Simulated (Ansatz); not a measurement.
BaZrS3:
Space group Pnma (No. 62); a = 7.162 Å, b = 10.032 Å, c = 7.030 Å, α = β = γ = 90.00°

```
atom  site  symmetry       x       y       z
----  ----  --------  ------  ------  ------
Ba      4c       .m.  0.0513  0.2500  0.0114
Zr      4b        -1  0.0000  0.0000  0.5000
S       4c       .m.  0.0070  0.7500  0.4350
S       8d         1  0.2898  0.0341  0.2900
```

Relaxed with PBE.

### Question
Which orbitals make up the states near the band edges in PBE (plane waves, PAW; program Ansatz)?

### Answer
Top 1 eV of the valence band: S 3p 91 %. Bottom 1 eV of the conduction band: Zr 4d 79 %, S 3p 14 %, outside the projected shells 6 %. Projections are on Löwdin-orthogonalised atomic valence shells; empty p or d shells of many metals are not among them.

### Question
Tabulate the density of states.

### Answer
States/eV per cell of 20 atoms, in 0.25 eV bins, energy from the valence-band maximum.

```csv
E (eV),total,S 3p,Zr 4d,Ba 6s
-7.85,0.00,0.00,0.00,0.00
-7.60,0.00,0.00,0.00,0.00
-7.35,0.00,0.00,0.00,0.00
-7.10,0.00,0.00,0.00,0.00
-6.85,0.00,0.00,0.00,0.00
-6.60,0.00,0.00,0.00,0.00
-6.35,0.00,0.00,0.00,0.00
-6.10,0.00,0.00,0.00,0.00
-5.85,0.00,0.00,0.00,0.00
-5.60,0.00,0.00,0.00,0.00
-5.35,0.00,0.00,0.00,0.00
-5.10,0.00,0.00,0.00,0.00
-4.85,0.00,0.00,0.00,0.00
-4.60,0.00,0.00,0.00,0.00
-4.35,0.01,0.01,0.00,0.00
-4.10,1.46,1.08,0.03,0.00
-3.85,8.06,5.73,0.82,0.02
-3.60,11.94,8.30,1.93,0.13
-3.35,8.48,6.04,1.44,0.32
-3.10,21.31,13.94,6.17,0.57
-2.85,22.37,15.75,5.25,0.44
-2.60,26.92,20.88,4.52,0.25
-2.35,32.32,26.21,4.37,0.18
-2.10,16.63,12.53,3.24,0.11
-1.85,12.72,9.67,2.40,0.07
-1.60,13.38,10.76,1.82,0.12
-1.35,13.28,11.19,1.15,0.18
-1.10,15.39,13.46,1.06,0.12
-0.85,22.72,20.24,1.33,0.12
-0.60,26.25,23.64,1.38,0.10
-0.35,22.29,20.66,0.66,0.08
-0.10,12.47,11.78,0.19,0.05
0.15,0.00,0.00,0.00,0.00
0.40,0.00,0.00,0.00,0.00
0.65,0.00,0.00,0.00,0.00
0.90,0.00,0.00,0.00,0.00
1.15,0.55,0.03,0.49,0.00
1.40,3.91,0.38,3.29,0.00
1.65,5.44,0.75,4.33,0.01
1.90,8.25,1.36,6.27,0.04
2.15,7.20,1.28,5.30,0.05
2.40,15.31,2.91,10.86,0.13
2.65,18.47,3.18,13.04,0.22
2.90,18.85,3.47,12.96,0.31
3.15,15.45,3.17,10.40,0.33
3.40,2.53,0.50,1.67,0.07
3.65,0.05,0.01,0.03,0.00
3.90,10.60,1.41,5.49,0.17
4.15,11.94,1.64,6.12,0.15
4.40,11.48,1.12,3.58,0.30
4.65,14.15,1.19,3.25,0.39
4.90,16.58,0.94,2.18,0.90
5.15,22.16,1.40,2.67,1.52
5.40,23.19,1.50,2.47,1.32
5.65,22.30,1.42,2.15,1.00
5.90,21.68,1.58,2.21,0.91
```

The PBE relaxation kept the symmetry of its start. The run is not spin-polarised. Scalar-relativistic: spin–orbit coupling is off unless named, which matters more the heavier the elements.

Potentials: the later of the program's two PAW sets.
